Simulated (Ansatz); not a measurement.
Relaxed-ion elastic tensor of As (A7 (α-As type), R-3m) in GPa (Voigt order), plane-wave PAW PBE (Ansatz code); density 5.50 g/cm³, 22.63 Å³ per atom.

```csv
,1,2,3,4,5,6
1,118,41.9,27.1,-17.8,0.0,0.0
2,41.9,118,27.1,17.8,0.0,0.0
3,27.1,27.1,28.0,0.0,0.0,0.0
4,-17.8,17.8,0.0,29.4,0.0,0.0
5,0.0,0.0,0.0,0.0,29.4,-17.8
6,0.0,0.0,0.0,0.0,-17.8,38.2
```

**Question.** Is the crystal mechanically stable?

**Answer.** Yes: the smallest eigenvalue of C is 15.5 GPa.

**Question.** Work out the Voigt, Reuss and Hill averages.

**Answer.** K_V = 50.8, K_R = 28.0, K_H = 39.4; G_V = 30.6, G_R = 18.6, G_H = 24.6 GPa.

**Question.** Give Young's modulus, Poisson's ratio, Pugh's ratio and the universal anisotropy index.

**Answer.** E = 9KG/(3K + G) = 61.2 GPa; ν = 0.24; K/G = 1.60 (brittle by the Pugh limit of 1.75); A_U = 5G_V/G_R + K_V/K_R − 6 = 4.03.

**Question.** Estimate the sound speeds and the Debye temperature.

**Answer.** v_l = √((K + 4G/3)/ρ) = 3630 m/s, v_t = √(G/ρ) = 2120 m/s, mean 2350 m/s; Θ = (h/k)(3n/4πV)^(1/3) v_m = 247 K.

**Question.** Solve the Christoffel equation for the three sound speeds along x, y, z.

**Answer.** Eigenvalues of C_ijkl n_j n_l equal ρv². In km/s, slowest first: x 1.68, 3.08, 4.64; y 2.17, 2.64, 4.71; z 2.26, 2.31, 2.31.

**Question.** How much does each axis shrink under pressure?

**Answer.** Linear compressibilities β_i = Σ_j S_ij (j = 1 to 3): x 0.30, y 0.30, z 35 per TPa.

Symmetry was held in the PBE relaxation. As this level gives no gap, shear constants depend on the k-mesh and smearing (Fermi–Dirac, 0.1 eV here).

Potentials: the later of the program's two PAW sets.
